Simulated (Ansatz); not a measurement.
## Zone-centre phonons of Al2Cu: input and output

Computed with Ansatz 0.2.0, DFT LDA, scalar-relativistic, plane waves, PAW.

Launched with:
```bash
ansatz run input.yaml --threads 1 --pin off --max-ram 3072MiB --backend cpu --events-out ev --progress --plain --runs-dir out
```

Input (bare energies are in eV):
```yaml
crystal:
  lattice:
    - [-2.0050907396, 2.0050907396, 2.8356281318]
    - [2.0050907396, -2.0050907396, 2.8356281318]
    - [2.0050907396, 2.0050907396, -2.8356281318]
  atoms:
    - { symbol: Al, position: [0.75, 0.25, 0.5] }
    - { symbol: Al, position: [0.25, 0.75, 0.5] }
    - { symbol: Cu, position: [0.5, 0.5, 0.0] }
basis:
  ecutwfc: 420
kpoints:
  mp_grid: { grid: [14, 14, 14] }
hamiltonian:
  xc: lda
scf:
  occupations: { method: fermi_dirac, width: 0.15 }
output:
  eigenvalues: true
phonons:
  method: dfpt
  eigenvectors: true
```

Results section of the output:
```
--- Phonons (Γ-DFPT): 2 representative perturbations + reference, on 244 of 2744 k-points (Σ response iterations 7) ---
  k mesh reduced under 8 symmetry operations, with k and −k counted as one. Each operation leaves every solved displacement unchanged or reverses it
  ASR residual: 4.078e-4 → 0.000e0 eV/Å²; symmetrization residual: 2.963e-6 eV/Å²
  ASR residual per site (eV/Å²): 2.00e-5 2.00e-5 4.08e-4
  Γ frequencies (cm⁻¹): 0.00 0.00 0.00 270.39 270.39 270.39 293.45 293.45 293.45
  non-analytic LO–TO correction: not included (Born effective charges unavailable; polar crystals: no LO–TO splitting at Γ)
```

Time: 60 s on 1 thread of Arm Neoverse V1, on a shared host, peak memory 0.8 GiB.

In a metal, frequencies and elastic constants depend on the k mesh and the smearing, soft modes and shear constants most.